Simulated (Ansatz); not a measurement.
Input file of a DFT run on RuS with Ansatz:

```yaml
crystal:
  lattice:
    - [0.0, 2.4020783177, 2.4020783177]
    - [2.4020783177, 0.0, 2.4020783177]
    - [2.4020783177, 2.4020783177, 0.0]
  atoms:
    - { symbol: Ru, position: [0.5, 0.5, 0.5] }
    - { symbol: S, position: [0.0, 0.0, 0.0] }
basis:
  ecutwfc: 420
  ecutrho_ratio: 4
kpoints:
  mp_grid: { grid: [10, 10, 10] }
hamiltonian:
  xc: pbesol
scf:
  occupations: { method: gaussian, width: 0.05 }
output:
  forces: true
  stress: true
  eigenvalues: true
```

This is a trial structure made by placing the elements on a prototype's sites, so it needn't be the stable form.

Problem. What will the run give?

Solution. Pressure 4.2 GPa, gap on the mesh zero (metallic) (PBEsol, scalar-relativistic).

The output:

```
Pseudopotentials: kind: paw
Pseudopotential: Ru, paw, valence charge 16, recommended cutoff 420 eV (normal), Ru.paw.azcp
Pseudopotential: S, paw, valence charge 6, recommended cutoff 420 eV (normal), S.paw.azcp
Crystal: 2 atoms, lattice volume = 27.720 Å³
Basis set: ecut = 420 eV, 537 PW (Γ), exchange–correlation on 48×48×48 points (8 copies of the dense FFT grid, shifted against one another)
Bands: 15, of which v1, the nominal top of the filled ones, is band 11 counted from 1 (10 counted from 0)
Symmetry: 48 space group operations
Space group: Fm-3m (ITA 225), of the structure as read, at distance tolerance 3.0e-5 Å
k-points: 47 of 1000
Initial density: superposition of atomic densities (neutral atoms: chi_scale 0, normalization atom), corrected by the library's trained network
Initial wavefunctions: pseudopotential atomic-orbital guess
Functional: x = pbesol(κ = 0.804, μ = 0.12346), c = pbesol(β = 0.046)
```

SCF trace (energy estimate counted from the last row):
```
iteration   ΔE (eV)  density residual (eV)
        1  -3.3e-03                9.49e-3
        2  -5.8e-04                2.32e-3
        3  -5.1e-05                2.15e-4
        4  -5.0e-06                1.46e-5
        5     0.000                7.88e-7
        6     0.000                4.11e-8
```

```
SCF 1 converged in 6 iterations: F = -6700.844948 eV  dr2 = 4.11e-8
SCF converged after 6 iterations
Free energy (F): -6700.844948 eV
E sigma→0 (E₀):  -6700.841867 eV
Entropy (-TS):   -0.006162 eV (-3.081 meV/atom)
Fermi energy:    17.261919 eV
--- Forces (eV/Å), atoms counted from 1 ---
  atom   1  Ru     0.00000000     0.00000000     0.00000000
  atom   2  S      0.00000000     0.00000000     0.00000000
--- Stress (GPa, compression-positive) ---
        4.163444       0.000000       0.000000
        0.000000       4.163444       0.000000
        0.000000       0.000000       4.163444
  P = ⅓ Tr σ = 4.1634 GPa (41.634 kbar)
```

It took of the order of 2.1 core-seconds on a shared host.

A displaced or strained copy of the relaxed cell lay 30.1 meV/atom lower, so the structure isn't a true minimum at this level.
